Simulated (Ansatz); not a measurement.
A distorted cell of Re (hcp, Mg type):

```yaml
crystal:
  lattice:
    - [2.77511, 0.00000, 0.00000]
    - [-1.38756, 2.40332, 0.00000]
    - [0.00000, 0.00000, 4.48300]
  atoms:
    - { symbol: Re, position: [0.33333, 0.66667, 0.75000] }
    - { symbol: Re, position: [0.86486, 0.33333, 0.25000] }
```

All values below come from PBE (plane waves to 420 eV, PAW, scalar-relativistic; Ansatz, a quantum-chemistry and plane-wave program). k mesh 15×15×9 (Γ-centred), Fermi-Dirac smearing 0.05 eV. E stands for the smeared free energy. Compression counts positive. With partly filled bands, energies and forces of such displacements shift with the k mesh and the smearing. Re is run without spin polarisation. Re was relaxed with its symmetry unable to fall. Spin-orbit coupling is left out, though Re is heavy.

### Question
Predict the force on every atom, in eV/Å.

### Answer
| atom | Fx | Fy | Fz |
|---|---|---|---|
| Re1 | 1.733 | 0.467 | 0.000 |
| Re2 | -1.733 | -0.467 | 0.000 |

### Question
Give the stress tensor in GPa and the pressure.

### Answer
```
    0.7     10.5      0.0
   10.5     13.8      0.0
    0.0      0.0     12.8
```
The pressure, a third of the trace, is 9.1 GPa.

### Question
In it atom 2 sits (0.550, 0.000, 0.000) Å away from its relaxed site. What is its energy relative to the relaxed cell?

### Answer
572 meV/cell.

(A displaced cell: forces are minus the slopes of the energy, force constants its curvatures, and phonons follow from these.)
